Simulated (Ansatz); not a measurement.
How the functional moves the response of Cu (Fm-3m) (PBEsol, r²SCAN)

```
CELL_PARAMETERS angstrom
0.00000 1.78159 1.78159
1.78159 0.00000 1.78159
1.78159 1.78159 0.00000
ATOMIC_POSITIONS crystal
Cu 0.00000 0.00000 0.00000
```

This cell (11.31 Å³ an atom) was relaxed by PAW under PBEsol, and each functional gets its own cell relaxed so. Quantity: elastic moduli (Hill averages, relaxed ions; θ_D from sound speeds over directions).

Runs: (1) PBEsol, PAW on Ansatz 0.2.0's default frozen-core files (fitted under PBE), scalar-relativistic; k mesh 28×28×28, strains of ±0.003, Fermi-Dirac smearing of 0.050 eV, cutoff 420 eV. (2) r²SCAN, PAW on Ansatz 0.2.0's default frozen-core files (fitted under PBE), scalar-relativistic; k mesh 26×26×26, strains of ±0.005, Fermi-Dirac smearing of 0.100 eV, cutoff 500 eV.

Under PBEsol: B = 169 GPa, G = 66.0 GPa, C11 = 214 GPa, C44 = 102 GPa, ν = 0.327, θ_D = 388 K.

Task: Which way does r²SCAN move the volume, and by how much?

Result: a = 3.577 Å, 11.44 Å³ an atom: 1.2 % larger.

Task: What does r²SCAN give for these quantities?

Result: 

```tsv
quantity	PBEsol	r²SCAN	change
B	169 GPa	163 GPa	-4 %
G	66.0 GPa	60.1 GPa	-9 %
C11	214 GPa	203 GPa	-5 %
C44	102 GPa	94.5 GPa	-8 %
ν	0.327	0.336	+3 %
θ_D	388 K	371 K	-4 %
```

Limits of these numbers: frozen-core PAW files fitted under PBE, their cores solved anew for the functional of the run; responses of metals move with mesh and smearing.
